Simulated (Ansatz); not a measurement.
Cu Kα1 powder pattern (kinematic, no thermal factors).
| 2θ (°) | relative intensity |
| --- | --- |
| 11.77 | 48 |
| 15.69 | 100 |
| 19.66 | 18 |
| 23.66 | 17 |
| 27.35 | 78 |
| 28.52 | 19 |
| 29.87 | 10 |
| 31.68 | 7 |
| 35.82 | 7 |
| 36.47 | 57 |
| 39.32 | 9 |
| 39.92 | 18 |
| 42.34 | 16 |
| 44.10 | 4 |
| 45.65 | 33 |
| 48.35 | 16 |
| 48.56 | 10 |
| 49.07 | 9 |
| 49.94 | 3 |
| 54.51 | 17 |
| 56.44 | 14 |
| 56.50 | 1 |
| 56.63 | 6 |
| 57.87 | 4 |
| 58.96 | 6 |
| 60.36 | 1 |
| 61.61 | 13 |
| 61.66 | 3 |
| 62.05 | 8 |
| 64.06 | 4 |
| 64.44 | 4 |
| 66.19 | 1 |
| 68.67 | 6 |
| 68.72 | 11 |
| 70.95 | 3 |
| 71.00 | 2 |
| 71.35 | 3 |
| 73.02 | 3 |
| 77.44 | 8 |
| 77.49 | 1 |
| 77.60 | 2 |
| 77.65 | 5 |
| 78.00 | 2 |
| 78.67 | 1 |
| 81.99 | 7 |
| 82.33 | 10 |
| 84.10 | 2 |
| 88.38 | 10 |
| 88.42 | 8 |

The pattern is computed from a structure relaxed with DFT PBE, scalar-relativistic, plane waves, PAW (Ansatz). No spin polarisation. Its elements are O, Sr.

Problem. Give the structure.

Solution. Sr₄O₃.
Space group P6/mmm (No. 191). a = 6.516 Å, b = 6.516 Å, c = 7.515 Å, α = 90.00°, β = 90.00°, γ = 120.00°
```
atom  site  symmetry       x       y       z
  Sr    4h       3m. 0.3333  0.6667  0.8021
   O    3f       mmm  0.5000  0.0000  0.0000
```

A pattern alone doesn't exclude other cells with like lines; this is the one computed.

The cell was found from a structure generator's guess, not taken from experiment.
